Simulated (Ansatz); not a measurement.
An Ansatz (an electronic-structure program) run. Input:

Ansatz 0.2 input:
```yaml
crystal:
  lattice:
    - [3.1023256937, 0.0, 0.0]
    - [0.0, 3.1023256937, 0.0]
    - [0.0, 0.0, 3.1023256937]
  atoms:
    - { symbol: Ti, position: [0.5, 0.5, 0.5] }
    - { symbol: Pd, position: [0.0, 0.0, 0.0] }
kpoints:
  mp_grid: { grid: [28, 28, 28] }
hamiltonian:
  xc: lda
  pseudopotentials: { kind: paw }
scf:
  occupations: { method: fermi_dirac, width: 0.1 }
elastic: { mode: relaxed_ion, stencil: two_point, amplitude: 0.005, f_tol: 0.0005 }
```

Output (shortened):

```
Pseudopotentials: kind: paw
Pseudopotential: Ti, paw, valence charge 12
Pseudopotential: Pd, paw, valence charge 18
Functional definition: SPW92
Crystal: 2 atoms, lattice volume = 29.858 Å³
Basis set: ecut = 420 eV, 587 PW (Γ)
Bands: 19, of which v1, the nominal top of the filled ones, is band 15 counted from 1 (14 counted from 0)
Symmetry: 48 space group operations
Space group: Pm-3m (ITA 221), of the structure as read, at distance tolerance 3.1e-5 Å
k-points: 680 of 21952
PAW frozen core: Ti, regenerated for the run's functional, and the local potential with it
PAW frozen core: Pd, regenerated for the run's functional, and the local potential with it
Initial wavefunctions: pseudopotential atomic-orbital guess
Eigensolver: davidson
Functional: x = slater, c = lda
all-band conjugate gradients solve this SCF's bands
SCF 1 converged in 9 iterations: F = -9295.922100 eV  dr2 = 2.73e-16
density extrapolation: transplant  |δρ|_rms = 7.794e-2 e/Å³  SAD shift = 1.026e-2 e/Å³
Crystal: 2 atoms, lattice volume = 29.709 Å³
Symmetry: 16 space group operations
k-points: 1800 of 21952
Initial density: handed on by an earlier stage of this run
Initial wavefunctions: those handed on with the density
SCF 2 converged in 8 iterations: F = -9295.921657 eV  dr2 = 4.72e-14
density extrapolation: first-order (α = -2.000)  |δρ|_rms = 7.794e-2 e/Å³  SAD shift = 1.018e-2 e/Å³
Crystal: 2 atoms, lattice volume = 30.007 Å³
Basis set: ecut = 420 eV, 595 PW (Γ)
SCF 3 converged in 7 iterations: F = -9295.921839 eV  dr2 = 1.16e-15
density extrapolation: transplant  |δρ|_rms = 7.794e-2 e/Å³  SAD shift = 5.795e-3 e/Å³
Crystal: 2 atoms, lattice volume = 29.858 Å³
Symmetry: 8 space group operations
k-points: 3165 of 21952
SCF 4 converged in 7 iterations: F = -9295.921976 eV  dr2 = 2.68e-14
density extrapolation: first-order (α = -2.000)  |δρ|_rms = 7.794e-2 e/Å³  SAD shift = 5.795e-3 e/Å³
Crystal: 2 atoms, lattice volume = 29.858 Å³
SCF 5 converged in 6 iterations: F = -9295.921976 eV  dr2 = 7.14e-15
SCF converged after 9 iterations
Free energy (F): -9295.922100 eV
Harris-Foulkes:  -9295.922100 eV  (|F-HF|=3.64e-12)
Internal energy: -9295.824940 eV  (E = F + TS)
E sigma→0 (E₀):  -9295.873520 eV
Entropy (-TS):   -0.097159 eV (-48.580 meV/atom)
Fermi energy:    18.215120 eV
--- Per-component energies (eV) ---
  E_band       = -292.541402
  E_kinetic    = 788.608731
  E_local      = -2614.452634  (includes V_loc(G=0)·N_el)
  E_nonlocal   = 232.357083
  E_hartree    = 1069.622382
  E_xc         = -266.362854
  E_vxc        = -335.596582  (∫ρ·V_xc dr)
  E_paw        = -4620.938320  (= ΣΔE_a)
  E_vpaw       = -502.703064  (= ΣTr[D̂ρ^β])
  E_aug_tail   = 0.000301  (compensation charges beyond the density's cutoff)
  E_ewald      = -3885.666314
  E_core_change = 1.006684  (= ΣΔE_core)
  E_smearing   = -0.097159  (= −TS)
  E_closure    = 0.000000  (closes the sum)
  Σ components = -9295.922100   (vs F -9295.922100, Δ=0.00e0)
--- Forces (eV/Å), atoms counted from 1 ---
  atom   1  Ti     0.00000000     0.00000000     0.00000000
  atom   2  Pd     0.00000000     0.00000000     0.00000000
  max |Σ_I F_I| component: 0.0 eV/Å
--- Stress (GPa, compression-positive) ---
        0.097892       0.000000       0.000000
        0.000000       0.097892       0.000000
        0.000000       0.000000       0.097892
  P = ⅓ Tr σ = 0.0979 GPa (0.979 kbar)
  The stress holds the Pulay correction. Without it, at fixed plane waves, as pw.x and ABINIT print it: P = 0.0520 GPa
  The stress includes an estimate of the error left by incomplete SCF convergence (largest component 0.0000 GPa).
--- Band table (eV; the first three rows and the last of 680) ---
  k-point 0: bands = ["-66.9574", "-38.5782", "-32.7151", "-32.7151", "-32.7151", "-15.0367", "-15.0367", "-15.0367", "10.5361", "12.6077", "12.6077", "14.9604", "14.9604", "14.9604", "18.7083", "18.7083", "20.5696", "20.5696", "20.5696"]
  k-point 1: bands = ["-66.9574", "-38.5780", "-32.7158", "-32.7150", "-32.7150", "-15.0395", "-15.0366", "-15.0366", "10.5610", "12.6171", "12.6231", "14.9561", "14.9561", "14.9653", "18.6922", "18.7144", "20.5320", "20.5320", "20.5614"]
  k-point 2: bands = ["-66.9573", "-38.5775", "-32.7176", "-32.7148", "-32.7148", "-15.0478", "-15.0363", "-15.0363", "10.6353", "12.6451", "12.6690", "14.9433", "14.9433", "14.9799", "18.6443", "18.7319", "20.4246", "20.4246", "20.5369"]
  k-point 679: bands = ["-66.9471", "-38.5189", "-32.7627", "-32.7627", "-32.7627", "-15.2095", "-15.2095", "-15.2095", "13.5311", "13.5311", "13.5311", "16.2296", "16.2296", "16.3394", "16.3394", "16.3394", "20.7607", "20.7607", "25.3295"]
  band table: 19 of 19 bands, residual norms ≤ 1.0e-3 eV
--- Elastic constants: 2 strain directions × 2 members + reference (group order 48) ---
  dense FFT box of the reference and of every strained cell: 24×24×24
  strains applied: 11, 23; error gains: componentwise 1.00 (the most a stress slope's error grows in a printed constant), spectral 1.73 (1 for all six strains …
  C = ∂σ_k/∂η_j (tension-positive GPa; Voigt order 11 22 33 23 13 12):
       150.822    199.822    199.822      0.000      0.000      0.000
       199.822    150.822    199.822      0.000      0.000      0.000
       199.822    199.822    150.822      0.000      0.000      0.000
         0.000      0.000      0.000     52.616      0.000      0.000
         0.000      0.000      0.000      0.000     52.616      0.000
         0.000      0.000      0.000      0.000      0.000     52.616
  reference stress σ⁰ (GPa):     -0.098     -0.098     -0.098      0.000      0.000      0.000
  moduli (Voigt/Reuss/Hill, GPa): K = 183.49/183.49/183.49   G = 21.77/-203.13/-90.68   E = -325.70   ν = 0.796
  mechanically stable: NO (min eigenvalue of sym C = -49.00 GPa)
  strain η (Voigt 11):  stress-route row diagonal C_11 = 150.82 GPa, energy-path curvature d²(F+E_count+ΔE)/dδ²/Ω₀ = 150.84 GPa
         δ    σ_11 (GPa)             F (eV)   n_scf  n_hpsi   n_pw
    -5.000e-3      -0.8560       -9295.9216566       8  615322    608   relax 0 steps, max|allowed force component| 0.0 eV/Å
     5.000e-3       0.6522       -9295.9218393       7  505484    624   relax 0 steps, max|allowed force component| 0.0 eV/Å
  strain η (Voigt 23):  stress-route row diagonal C_44 = 52.62 GPa, energy-path curvature d²(F+E_count+ΔE)/dδ²/Ω₀ = 52.66 GPa
         δ    σ_23 (GPa)             F (eV)   n_scf  n_hpsi   n_pw
    -5.000e-3      -0.2631       -9295.9219764       7  944732    624   relax 0 steps, max|allowed force component| 0.0 eV/Å
     5.000e-3       0.2631       -9295.9219764       6  859252    624   relax 0 steps, max|allowed force component| 0.0 eV/Å
```

Cost: about 9 core-minutes (a rough figure) on shared cores.

The workflow started from an entry of the Crystallography Open Database (COD). Its standing as an ambient phase is unchecked. The cell was relaxed with LDA under the symmetry of its start. At this level the phase is mechanically unstable. No spin polarisation was allowed. As this level gives no gap, shear constants depend on the k-mesh and smearing (Fermi–Dirac, 0.1 eV here). Spin–orbit coupling is left out wherever it is not named.

Potentials: the later of the program's two PAW sets.

Ansatz is a plane-wave DFT program.
